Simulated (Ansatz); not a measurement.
CoSn$_{2}$:
```cif
data_Co2Sn4
_chemical_formula_sum 'Co2 Sn4'
_space_group_name_H-M_alt 'P 1'
_space_group_IT_number 1
_cell_length_a 5.19511
_cell_length_b 5.19511
_cell_length_c 5.19511
_cell_angle_alpha 105.707
_cell_angle_beta 105.707
_cell_angle_gamma 117.295
loop_
_space_group_symop_operation_xyz
  'x, y, z'
loop_
_atom_site_label
_atom_site_type_symbol
_atom_site_fract_x
_atom_site_fract_y
_atom_site_fract_z
_atom_site_occupancy
Co1 Co 0.25000 0.25000 0.00000 1
Co2 Co 0.75000 0.75000 0.00000 1
Sn1 Sn 0.16617 0.33383 0.50000 1
Sn2 Sn 0.83383 0.66617 0.50000 1
Sn3 Sn 0.33383 0.83383 0.16766 1
Sn4 Sn 0.66617 0.16617 0.83234 1
```

This is the PBEsol-relaxed structure.

All from the program Ansatz at the PBEsol level (PAW), unless another level is named. Predict the density of states at the Fermi level.

0.49 states/eV per atom (mean over ±0.08 eV).

Predict the formation energy from the elements (no fitted shifts).

-0.12 eV/atom.

Space group I4/mcm. The workflow started from a Materials Project entry (that database holds measured and hypothetical structures alike); the Crystallography Open Database files this formula in space group No. 140, but the cells were not matched. Its standing as an ambient phase is unchecked. Symmetry was held in the PBEsol relaxation; of distortions, only those at the zone centre were tested. No spin polarisation was allowed. The references are the lowest solids computed at this level, not always the standard phases. Scalar-relativistic: spin–orbit coupling is off unless named, which matters more the heavier the elements.

Potentials: the later of the program's two PAW sets.
